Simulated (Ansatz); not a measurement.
# One input, then a changed one: Al2Ru

First run: DFT, r2SCAN, PAW with Ansatz's default frozen-core files, scalar-relativistic (Ansatz 0.2.0).

Command: `ansatz run input.yaml --threads 1 --pin off --max-ram 3072MiB --backend cpu --events-out ev --progress --plain --runs-dir out` It took 28 s on 1 thread of Intel(R) Xeon(R) Platinum 8375C CPU @ 2.90GHz (Ice Lake), with other jobs on the host, peak memory 0.61 GiB.

```yaml
crystal:
  lattice:
    - [-1.5609713034, 1.5609713034, 4.2222304652]
    - [1.5609713034, -1.5609713034, 4.2222304652]
    - [1.5609713034, 1.5609713034, -4.2222304652]
  atoms:
    - { symbol: Al, position: [0.659088926, 0.659088926, 0.0] }
    - { symbol: Al, position: [0.340911074, 0.340911074, 0.0] }
    - { symbol: Ru, position: [0.0, 0.0, 0.0] }
kpoints:
  mp_grid: { grid: [16, 16, 16] }
scf:
  occupations: { method: fermi_dirac, width: 0.05 }
hamiltonian:
  xc: r2scan
  pseudopotentials: { kind: paw }
output:
  forces: true
  stress: true
  eigenvalues: true
  populations: true
```

The cell comes from a relaxation on PAW files under the same functional, begun from a database entry that needn't be the ground state.

It converges in 6 SCF iterations at a pressure of 0.00 GPa, cutoff 500 eV.

The input is then changed:

```diff
 scf:
-  occupations: { method: fermi_dirac, width: 0.05 }
+  occupations: { method: fermi_dirac, width: 0.01 }
 hamiltonian:
```

Task: Predict the outcome of the changed run.

Result: It converges in 7 SCF iterations at a pressure of -0.01 GPa, largest force 0.003 eV/Å, cutoff 500 eV, free energy +0.1 meV/atom against the first run's.
